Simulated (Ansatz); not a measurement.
Crystals of one structure type (wurtzite) and one family of elements, relaxed and computed with HSE06 in the plane-wave PAW code Ansatz.

| crystal | V (Å³/atom) | B₀ by P(V) fit (GPa) |
|---|---|---|
| AlN | 10.37 | 212 |
| BP | 11.57 | 175 |
| AlP | 20.53 | ? |
| GaAs | 22.94 | 71.9 |
| InP | 25.69 | 69.1 |
| InAs | 28.48 | 57.7 |
| InSb | 35.09 | 44.1 |

Fit a straight line to ln B₀ against ln V and predict the withheld value.

Least squares on the 6 shown rows: ln B₀ = -1.26 × ln V + (8.274), with a scatter of 3.4 %. For AlP this gives 87.0. The run itself gave 90.6, a miss of 4.0 % of that.

Constructed cells (a structure type filled with these elements, in neither database checked): InSb, wurtzite. Built on a structure type that need not be the filed one of that space group: BP, wurtzite; AlP, wurtzite; GaAs, wurtzite; InP, wurtzite; InAs, wurtzite. Not the usual ambient phase: BP, wurtzite; AlP, wurtzite; GaAs, wurtzite; InP, wurtzite; InAs, wurtzite; InSb, wurtzite. All cells were relaxed under the symmetry of their starts (and spin orders); stability against distortions was not tested throughout. Spin–orbit coupling is left out wherever it is not named.

Potentials: the later of the program's two PAW sets.
